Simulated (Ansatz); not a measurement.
LaSi2Ir2 in space group I4/mmm (No. 139; Si on 4e, Ir on 4d, La on 2a), DFT-r²SCAN in the program Ansatz with PAW potentials, all energies at zero smearing, with the estimated change up to a 700 eV cutoff added, with one set of potentials and settings (totals compare only within such a set). Cell of 5 atoms (2 Si, 2 Ir, 1 La): -31445.884 eV.

```tsv
element	reference phase	E (eV/atom)
Si	Fd-3m, 2 atoms in the cell	-639.0667
Ir	Fm-3m, 1 atoms in the cell	-11948.7272
La	P6_3/mmc, 4 atoms in the cell	-6264.6784
```

Formation energy per atom, worked out: (-31445.884 − 2×(-639.0667) − 2×(-11948.7272) − 1×(-6264.6784))/5 = -1.123 eV/atom (-108 kJ per mol of atoms), at 0 K, without zero-point energy or fitted corrections.

The workflow started from an entry of the Crystallography Open Database (COD). Whether it is the stable phase at ambient conditions was not checked. The cell was relaxed with r²SCAN under the symmetry of its start; its stability against distortions is not shown here. No spin polarisation was allowed. The references are the lowest solids computed at this level, not always the standard phases. Scalar-relativistic: spin–orbit coupling is off unless named, which matters more the heavier the elements.

Potentials: the later of the program's two PAW sets.
